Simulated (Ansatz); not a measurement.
**All-electron card of CuI2**

```
Cu I
1.0
     3.94698    0.00000    0.00000
    -1.97349    3.41819    0.00000
     0.00000    0.00000    7.62528
Cu I
1 2
Direct
  0.00000 0.00000 0.00000
  0.33333 0.66667 0.20956
  0.66667 0.33333 0.79044
```

Atom numbers follow the list: Cu1, I2, I3.

The cell was built from the CdI2 type and relaxed in the same program, and has space group P-3m1; it needn't be a known or the stable phase.

No spin–orbit coupling, which matters for the heavy atoms here.

Methods: DFT, PBE, all-electron LAPW, scalar-relativistic (Ansatz 0.2.0); DFT, PBE, PAW with Ansatz's default frozen-core files, scalar-relativistic (Ansatz 0.2.0).

For LAPW: a Γ-centred 13×13×7 k mesh, Fermi–Dirac smearing of 0.08 eV, basis error target 1 meV/atom, no spin polarisation. PAW takes a cutoff of 420 eV at this cell. The Ansatz runs share mesh, smearing and spin set-up. Values come from LAPW unless marked.

| Property | Result |
| --- | --- |
| Bader charges (from the PAW run) | Cu1 +0.48, I2 -0.24 e |
| Density of states at the Fermi level (0.2 eV bin) | 4.82 states/eV per cell |
| Pressure at this cell | -0.1 kbar |
| Volume per atom | 34.29 Å³ |

Question: Give the computed value. Band gap.

Answer: none: with an odd electron count and no spin polarisation the bands can't all be full, a metal in this set-up (spin order or a larger cell could open a gap).

Question: Predict this quantity. Löwdin charges (with 0.20 e of the cell spilling out of the atomic basis, so their sizes and signs hang on that basis).

Answer: Cu1 0.63, I2 -0.21 e.
